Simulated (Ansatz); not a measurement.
Cu3Ge:
```
Cu3Ge
1.0
    2.68538     0.00000     0.00000
   -1.34269     2.32561     0.00000
    0.00000     0.00000     8.15537
Cu Ge
3 1
Direct
  0.00000   0.00000   0.50000
  0.66667   0.33333   0.74245
  0.66667   0.33333   0.25755
  0.00000   0.00000   0.00000
```

Relaxed with PBEsol. Special points in fractions of this cell's reciprocal vectors: Γ (0.000, 0.000, 0.000); M (0.500, 0.000, 0.000); K (0.333, 0.333, 0.000); A (0.000, 0.000, 0.500); L (0.500, 0.000, 0.500); H (0.333, 0.333, 0.500).

Question: List the band energies nearest the Fermi level at these points for PBEsol (plane waves, PAW; program Ansatz).

Answer: In eV from the Fermi level; about four levels below and three above (degenerate sets whole), none deeper than 8.9 eV; points with the same levels are listed once.

| k | below | above |
|---|---|---|
| Γ | -2.27 -2.27 -2.00 -1.85 -1.85 | 1.45 10.79 11.27 11.27 |
| M | -1.85 -1.69 -1.64 -0.99 | 0.06 1.44 1.88 |
| K | -2.07 -1.71 -1.67 -1.56 | 1.42 2.72 3.28 |
| A | -2.26 -2.26 -1.86 -1.86 | 4.05 6.13 11.27 11.27 |
| L | -1.87 -1.75 -1.64 -1.08 | 0.50 1.68 2.17 |
| H | -1.98 -1.80 -1.59 -1.31 | 1.31 2.35 2.49 |

Space group P-6m2. The first step of the workflow began from a Materials Project structure, measured or hypothetical; the Crystallography Open Database copy checked does not list it. Whether it is the stable phase at ambient conditions was not checked. Symmetry was held in the PBEsol relaxation; its stability against distortions is not shown here. The run is not spin-polarised. Spin–orbit coupling is left out wherever it is not named.

Potentials: the later of the program's two PAW sets.
